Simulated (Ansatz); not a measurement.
Lu: ¹⁷⁶Lu nuclear quadrupole resonance

Cell: a COD entry, whose atoms a relaxation with PBE at fixed cell left in place.

```
Lu
1.0
     3.50990    0.00000    0.00000
    -1.75495    3.03966    0.00000
     0.00000    0.00000    5.56660
Lu
2
Direct
  0.33333 0.66667 0.25000
  0.66667 0.33333 0.75000
```

Sites (sets of like atoms) are named by element and the number of their first atom in this list.

The numbers come from a DFT calculation in Ansatz (PBE, plane waves and PAW, scalar-relativistic, 420 eV cutoff, Γ-centred 11×11×6 k-points, Fermi–Dirac smearing 0.05 eV).

¹⁷⁶Lu: I = 7, Q = 4970 mb (year-2017 value). Static lattice, zero field.

Task: The simulated lines lie at 4.91, 14.7, 24.5, 34.4, 44.2, 54.0, 63.8 MHz. What are |C_Q|, η and |V_zz| at Lu?

Result: The lines follow from diagonalising the quadrupole Hamiltonian. Here |C_Q| = 596 MHz, η = 0.00 and |V_zz| = 4.96 × 10²¹ V/m². The calculation gives V_zz positive; the lines don't show the sign. The site has 12 Lu at 3.44–3.51 Å.

An axis of threefold or higher order runs through Lu, so V_zz lies along it and η is zero.

With no gap above 0.1 eV, as in a metal, the gradients converge slowly in k; expect changes of a tenth or more on a denser mesh. Without spin–orbit coupling the gradients at and beside Lu can be off by some per cent, at some sites by more.

The relaxation (1 step) took 12 s of wall time (12 s of CPU time) and 0.43 GiB at its peak, on 1 thread of Arm Neoverse V2 (aarch64; 28 cores open to the job, memory cap 3.0 GiB, no GPU), a shared host with a load of 0.6 a core.
